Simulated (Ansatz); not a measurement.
# K, first-principles data

K:
```xyz
4
Lattice="4.6641 0.0000 0.0000 -2.3321 4.0393 0.0000 0.0000 0.0000 15.0951" Properties=species:S:1:pos:R:3 pbc="T T T"
K      0.0000     0.0000     0.0000
K      0.0000     0.0000     7.5476
K      0.0000     2.6928    11.3213
K      2.3321     1.3464     3.7738
```

Space group P6_3/mmc (No. 194), dhcp (α-La type); conventional cell a = b = 4.664 Å, c = 15.095 Å, α = β = 90.00°, γ = 120.00°.

Method: PBEsol in the plane-wave PAW code Ansatz. The cell and atoms are relaxed at this level. Other levels are named where they apply.

Cell and energy:

```yaml
volume_per_atom: 71.10 Å³
density: 0.91 g/cm³
```

Electronic structure:

```yaml
electronic_character: metallic (no gap)
Density of states at the Fermi level: 0.81 states/eV per atom (mean over ±0.08 eV)
```

The first step of the workflow began from a Materials Project structure, measured or hypothetical; the Crystallography Open Database copy checked does not list it. It is not the phase usual at ambient conditions (space group No. 229). The PBEsol relaxation kept the symmetry of its start; its stability against distortions is not shown here. Axis ratios of metals converge slowly with the k-mesh, so a and c are less sure than the volume.

Potentials: the later of the program's two PAW sets.
